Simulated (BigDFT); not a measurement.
BigDFT run on Si(AsH2)2(H)2 (As₂H₆Si): self-consistent single point.

Level of theory: LDA (Teter-Pade), Daubechies wavelet basis, HGH (Krack) norm-conserving potentials made for LDA, isolated boundary conditions (BigDFT 1.9.6).

SMILES: [AsH2][SiH2][AsH2]
```xyz
9

Si    -0.1512    -0.9495     0.2227
As     1.8136    -0.2394    -0.8556
As    -1.7488     0.6899     0.7492
H      0.2136    -1.6636     1.4626
H     -0.8003    -1.9709    -0.6257
H      1.1978     1.0759    -1.2450
H      2.3307     0.4055     0.4012
H     -0.7490     1.8039     0.5922
H     -2.1063     0.8482    -0.7018
```

Reference input (self-consistent single point, DFT, LDA (Teter-Pade), Daubechies wavelet basis, HGH (Krack) norm-conserving potentials made for LDA, isolated boundary conditions): basis = Daubechies wavelets; dft.hgrids = 0.33 bohr; dft.rmult = 5 8; dft.ixc = 1; potentials = built-in HGH-K LDA; boundary_conditions = free; dft.gnrm_cv = 1e-04; dft.itermax = 80; dft.idsx = 6; dft.nrepmax = 3. This run's input differs from it in these lines:

```diff
@@ -3,3 +3,3 @@
   hgrids: 0.33
-  rmult: [5, 8]
+  rmult: [5, 3]
   ixc: 1
```

Log, with long lists cut:

```
  #------------------------------------------------------------------- Self-Consistent Cycle
 Ground State Optimization:
 - Hamiltonian Optimization: &itrp001
   - Subspace Optimization: &itrep001-01
       Wavefunctions Iterations:
 iter:  1, EKS: -1.98328857666130851E+01, gnrm:  1.56E-01, D: -9.73E-01,
 iter:  2, EKS: -2.00492671025850910E+01, gnrm:  7.73E-02, D: -2.16E-01,
 iter:  3, EKS: -2.00869960025775569E+01, gnrm:  3.28E-02, D: -3.77E-02,
 iter:  4, EKS: -2.00986346964788893E+01, gnrm:  1.68E-02, D: -1.16E-02,
 iter:  5, EKS: -2.01008844062762826E+01, gnrm:  7.51E-03, D: -2.25E-03,
 iter:  6, EKS: -2.01013951009870269E+01, gnrm:  3.38E-03, D: -5.11E-04,
 iter:  7, EKS: -2.01014981722008130E+01, gnrm:  1.77E-03, D: -1.03E-04,
 iter:  8, EKS: -2.01015151849646827E+01, gnrm:  7.23E-04, D: -1.70E-05,
 iter:  9, EKS: -2.01015187853897856E+01, gnrm:  3.40E-04, D: -3.60E-06,
 iter:  10, EKS: -2.01015195288294457E+01, gnrm:  1.60E-04, D: -7.43E-07,
 iter:  11, EKS: -2.01015197266542529E+01, gnrm:  7.86E-05, D: -1.98E-07,
       -  &FINAL001  { #---------------------------------------------------------- iter: 12
 iter:  12, EKS: -2.01015197838577251E+01, gnrm:  7.86E-05, D: -5.72E-08,  #FINAL
        #Eigenvalues and New Occupation Numbers
       Orbitals: [
 Last Iteration                        : *FINAL001
  #---------------------------------------------------------------------- Forces Calculation
 Total electronic charge               :  19.999999976583
 Electric Dipole Moment (AU):
   P vector                            :  [  2.649588E-02,  1.509897E-01, -3.122776E-02 ]
   norm(P)                             :  1.56445150E-01
 Electric Dipole Moment (Debye):
   P vector                            :  [  6.734581E-02,  3.837774E-01, -7.937303E-02 ]
   norm(P)                             :  3.97643870E-01
 BigDFT infocode                       :  0
 Clean forces norm (Ha/Bohr): {maxval:  8.064452134382E-03, fnrm2:  3.676301544613E-04}
   [... lines left out ...]
 -  {H: [-3.414737171786E-03,  4.127237723867E-03, -2.707480509952E-03]} # 0006
 -  {H: [ 1.277201304934E-03,  1.454105653026E-03,  5.907219356716E-03]} # 0007
 -  {H: [ 4.503531209334E-03,  3.302236888001E-03,  8.057643554442E-04]} # 0008
 -  {H: [-1.680180481358E-03, -2.635118549578E-04, -6.102332075495E-03]} # 0009
 Energy (Hartree)                      : -2.01015197838577251E+01
 Force Norm (Hartree/Bohr)             :  1.91736839042811226E-02
```

The run converged in 12 iterations. Against the reference run the free energy goes up by 2.3 meV/atom and the largest force moves little (0.411 to 0.415 eV/Å).

The grid can part forces that symmetry would make equal. This run is one point of a test of settings, so its values need not be converged; read them against the reference run alone. The geometry comes from a cheaper method or was typed, in some cases with atoms then moved at random; it is not relaxed at this level, and the species need not be a known compound. A coarse multiplier of 5 or less cuts the tails of heavy atoms' orbitals, which raises levels.

Cost on one core: very roughly 27 core-seconds.
